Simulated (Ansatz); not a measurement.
Clean, relaxed (001) surface of Co, space group P6_3/mmc (No. 194) (top face towards +c; atoms held fixed, by place in the list: 1):

```
CELL_PARAMETERS angstrom
2.45586 0.00000 0.00000
-1.22793 2.12683 0.00000
0.00000 0.00000 20.96814
ATOMIC_POSITIONS crystal
Co 0.33333 0.66667 0.40538
Co 0.66667 0.33333 0.49859
Co 0.33333 0.66667 0.59180
```

Level of theory: DFT PBEsol, scalar-relativistic, plane waves, PAW in Ansatz. Cutoff 420 eV; k points 12×12×1 on the computed 3-atom cell (Γ-centred); Gaussian smearing, width 0.10 eV; collinear spin from starting moments 1.79 1.79 1.79 μB. A dipole correction removes the field between periodic images along c.

The adsorption energy is E(slab + adsorbate) − E(slab) − E(free adsorbate, spin-polarised where open-shell). With the adsorbate the cell is lengthened along c to keep the vacuum.

Task: O (atom) is put at the hollow (Co-Co-Co) at (0.00, 0.00) site, one adsorbate per 5.2 Å². What structure does it relax to?

Result: E_ads = -5.32 eV. Contacts: O–Co 1.76 Å.

```
Co O
1.0
     2.45586    0.00000    0.00000
    -1.22793    2.12683    0.00000
     0.00000    0.00000   22.96814
Co O
3 1
Direct
  0.33333 0.66667 0.37008
  0.66667 0.33333 0.45367
  0.33333 0.66667 0.54658
  0.00000 0.00000 0.59215
```

Each end is the local minimum or symmetric point that its start leads to. The slab is only 4.0 Å thick, so the energies aren't converged with thickness.

For at least one of the starts the bottom face's work function also shifts by over 0.1 eV: the slab is too thin to screen the adsorbate, so the work functions aren't converged with thickness.

Semilocal functionals without U can misjudge the magnetic state of such a slab.